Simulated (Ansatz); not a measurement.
# Ag (fcc)

The computed numbers are results of PBE, scalar-relativistic (no spin polarisation) in the plane-wave PAW code Ansatz at 420 eV, 18×18×18 k-mesh, Gaussian smearing of 0.05 eV; PAW files: Ansatz's generated set soft_2.

```
CELL_PARAMETERS angstrom
0.00000 2.07337 2.07337
2.07337 0.00000 2.07337
2.07337 2.07337 0.00000
ATOMIC_POSITIONS crystal
Ag 0.00000 0.00000 0.00000
```

Problem. Which orbitals carry the states at the Fermi level, and how many states are there?

Solution. Within 0.1 eV of it: Ag 5s 77 %, Ag 4d 23 % (shares among the projected shells, which hold 71 % of the states there). The density of states at the Fermi level is about 0.28 states/eV per cell, averaged over 0.3 eV.

Density of states (tetrahedra, averaged over 0.4 eV; states/eV per cell of 1 atom; energy in eV from the Fermi level; projections on Löwdin-orthogonalised atomic orbitals, summed over sites):

```csv
E,total,Ag 4d,Ag 5s
-7.65,0.00,0.00,0.00
-7.25,0.04,0.00,0.04
-6.85,0.09,0.00,0.08
-6.45,0.14,0.01,0.13
-6.05,1.13,0.84,0.28
-5.65,3.40,2.97,0.41
-5.25,2.48,2.34,0.12
-4.85,2.81,2.70,0.09
-4.45,4.02,3.86,0.13
-4.05,2.85,2.72,0.11
-3.65,3.29,3.19,0.08
-3.25,2.98,2.91,0.06
-2.85,2.65,2.58,0.07
-2.45,0.23,0.13,0.09
-2.05,0.22,0.10,0.11
-1.65,0.23,0.09,0.13
-1.25,0.23,0.07,0.14
-0.85,0.24,0.06,0.15
-0.45,0.26,0.05,0.15
-0.05,0.28,0.05,0.15
0.35,0.28,0.04,0.15
0.75,0.27,0.03,0.14
1.15,0.27,0.03,0.13
1.55,0.27,0.02,0.12
1.95,0.26,0.02,0.10
2.35,0.24,0.01,0.08
2.75,0.22,0.01,0.07
3.15,0.19,0.01,0.05
3.55,0.30,0.02,0.15
3.95,0.35,0.02,0.18
4.35,0.32,0.01,0.15
4.75,0.31,0.01,0.12
5.15,0.30,0.01,0.09
5.55,0.29,0.01,0.07
5.95,0.28,0.01,0.06
```

The calculation's cell holds 19 valence electrons, an odd number. Without magnetic order each band takes two, so one stays part-filled and the crystal must be a metal. The relaxed cell is 5 % larger in volume than the cell of this structure in the Crystallography Open Database (17.05 Å³/atom, 1988).
